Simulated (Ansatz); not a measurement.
InRu in Ansatz, relaxation

The command:

```bash
ansatz run input.yaml --threads 2 --pin off --max-ram 3584MiB --backend cpu --events-out ev --progress --plain --runs-dir out
```

input.yaml:

```yaml
crystal:
  lattice:
    - [5.82493417, 0.0, 0.0]
    - [0.0, 3.61791276, 0.0]
    - [0.0, 0.0, 6.42972821]
  atoms:
    - { symbol: Ru, position: [0.0053, 0.25, 0.2037] }
    - { symbol: Ru, position: [0.4947, 0.75, 0.7037] }
    - { symbol: Ru, position: [0.5053, 0.25, 0.2963] }
    - { symbol: Ru, position: [0.9947, 0.75, 0.7963] }
    - { symbol: In, position: [0.1992, 0.25, 0.5808] }
    - { symbol: In, position: [0.3008, 0.75, 0.0808] }
    - { symbol: In, position: [0.6992, 0.25, 0.9192] }
    - { symbol: In, position: [0.8008, 0.75, 0.4192] }
  symmetry: { tolerance: 0.0003 }
kpoints:
  mp_grid: { grid: [5, 7, 4], shift: [0, 0, 0] }
magnetization:
  spin_polarized: false
scf:
  occupations: { method: fermi_dirac, width: 0.0421 }
  lower_state_search: "off"
hamiltonian:
  pseudopotentials: { kind: paw }
  xc: r2scan
basis:
  ecutwfc: 500
  fft_grid_basis: typed
relax:
  max_steps: 80
  f_tol: 0.03
output:
  forces: true
  stress: true
  eigenvalues: true
  bader: true
  populations: true
  elf: true
  write_potential: true
  volumetric_format: npy
  dos:
    e_range: [-12, 8]
    de: 0.05
    projected: { site_lists: { In: [In], Ru: [Ru] } }
  write_density: true
checkpoint:
  read: saved_state
```

Origin of the cell: a known structure type with other elements, at an estimated volume, so it need not be a known compound.

The saved state is a converged single point of the same cell.

Steps:

| step | ΔF (meV/atom) | max force component (eV/Å) | SCF iterations | step was |
| --- | --- | --- | --- | --- |
| 1 | 0.0 | 1.065 | 7 | accepted |
| 2 | -122.1 | 0.610 | 8 | accepted |
| 3 | -138.8 | 0.532 | 7 | accepted |
| 4 | -147.1 | 0.383 | 6 | accepted |
| 5 | -152.8 | 0.117 | 6 | accepted |
| 6 | -153.2 | 0.013 | 5 | accepted |
| 7 | -153.2 | 0.013 | 3 | accepted |

The starting structure.

Space group Pnma (No. 62); the run's cell has a = 5.825 Å, b = 3.618 Å, c = 6.430 Å, α = 90.00°, β = 90.00°, γ = 90.00°. Shortest distances: In–Ru 2.55 Å, Ru–Ru 2.97 Å, In–In 3.12 Å.

The relaxed structure.

Space group Pnma (No. 62); the run's cell has a = 5.825 Å, b = 3.618 Å, c = 6.430 Å, α = 90.00°, β = 90.00°, γ = 90.00°. Shortest distances: In–Ru 2.62 Å, Ru–Ru 2.71 Å, In–In 2.84 Å.

```
CELL_PARAMETERS angstrom
5.82493 0.00000 0.00000
0.00000 3.61791 0.00000
0.00000 0.00000 6.42973
ATOMIC_POSITIONS crystal
Ru 0.02348 0.25000 0.15537
Ru 0.47652 0.75000 0.65537
Ru 0.52348 0.25000 0.34463
Ru 0.97652 0.75000 0.84463
In 0.15804 0.25000 0.59190
In 0.34196 0.75000 0.09190
In 0.65804 0.25000 0.90810
In 0.84196 0.75000 0.40810
```

```
Free energy lowered by  : 153.2 meV/atom
Final pressure          : 13.09 GPa
Relaxation steps listed : 7
```

Caveats: no moments, though an odd count or open d shells may carry them; the SCF threshold is looser than advised for a stress; the relaxation held the start's symmetry, so the end may be a saddle point.

The run took 120 s on 2 threads of Intel(R) Xeon(R) 6975P-C (Granite Rapids), on a shared host, peak memory 1.1 GiB, from a saved density.
